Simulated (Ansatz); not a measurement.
Ir:
```yaml
crystal:
  lattice:
    - [0.00000, 2.76313, 2.76313]
    - [2.76313, 0.00000, 2.76313]
    - [2.76313, 2.76313, 0.00000]
  atoms:
    - { symbol: Ir, position: [0.00000, 0.00000, 0.00000] }
    - { symbol: Ir, position: [0.25000, 0.25000, 0.25000] }
```

Relaxed with r²SCAN. Special points in fractions of this cell's reciprocal vectors: Γ (0.000, 0.000, 0.000); X (0.500, 0.000, 0.500); U (0.625, 0.250, 0.625); K (0.375, 0.375, 0.750); L (0.500, 0.500, 0.500); W (0.500, 0.250, 0.750).

List the band energies nearest the Fermi level at these points for r²SCAN (plane waves, PAW; program Ansatz).

In eV from the Fermi level; about four levels below and three above (degenerate sets whole), none deeper than 8.9 eV; points with the same levels are listed once.

```csv
k,below,above
Γ,-5.01 -5.01 -5.01 -1.84 -1.84 -1.84,0.79 0.79 11.38
X,-3.92 -3.92 -2.73 -2.73,0.64 0.64 2.12 2.12
U,-4.21 -3.13 -2.99 -2.75,0.85 1.08 1.11
L,-5.08 -5.08 -2.03 -1.15 -1.15,0.28 0.28 1.58
W,-3.45 -3.45 -3.17 -3.17,1.15 1.15 1.70 1.70
```

Space group Fd-3m (diamond). The start of the workflow was typed in or built on a structure type; neither database checked (COD, Materials Project) lists it. It is not the phase usual at ambient conditions (space group No. 225). The r²SCAN relaxation kept the symmetry of its start; its stability against distortions is not shown here. No spin polarisation was allowed. Spin–orbit coupling is left out wherever it is not named.

Potentials: the earlier of the program's two PAW sets.
